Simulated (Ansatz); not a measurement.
**CsPbI$_{2}$Br (P4/mmm), two-dimensional strain map**

Theory: DFT PBEsol, scalar-relativistic, plane waves, PAW (Ansatz). The runs took a 420 eV cutoff, a Γ-centred 4×4×6 mesh and Gaussian smearing (0.05 eV). Spin–orbit coupling is left out, which matters for the heavy elements here. No spin polarisation. Energies are free energies at this smearing, counted from the undisturbed cell; pressure is positive in compression.

Zero of the scan (as given, not relaxed at this level; it stands at -0.8 GPa, and it needn't be the usual structure):

```
CELL_PARAMETERS angstrom
6.37530 0.00000 0.00000
0.00000 6.37530 0.00000
0.00000 0.00000 5.96222
ATOMIC_POSITIONS crystal
Cs 0.50000 0.50000 0.50000
Pb 0.00000 0.00000 0.00000
I 0.00000 0.50000 0.00000
I 0.50000 0.00000 0.00000
Br 0.00000 0.00000 0.50000
```

The cell is strained by p along both x and y and by q along z, fractional coordinates fixed. Points are written (p, q).

Energy above the undisturbed cell in meV/atom (a dash: not computed):

```csv
p \ q,-0.050,-0.025,0.000,0.050
-0.050,25.8,15.2,14.5,33.1
0.000,2.8,–,0.0,25.9
0.050,43.3,–,47.5,79.7
```

Pressure in GPa:

| p \ q | -0.050 | -0.025 | 0.000 | 0.050 |
| --- | --- | --- | --- | --- |
| -0.050 | 2.5 | 1.8 | 1.2 | 0.5 |
| 0.000 | 0.2 | – | -0.8 | -1.4 |
| 0.050 | -1.0 | – | -1.8 | -2.3 |

Gap on the k-mesh in eV:

```csv
p \ q,-0.050,-0.025,0.000,0.050
-0.050,0.79,0.91,0.88,0.81
0.000,1.07,–,1.39,1.49
0.050,1.25,–,1.56,1.74
```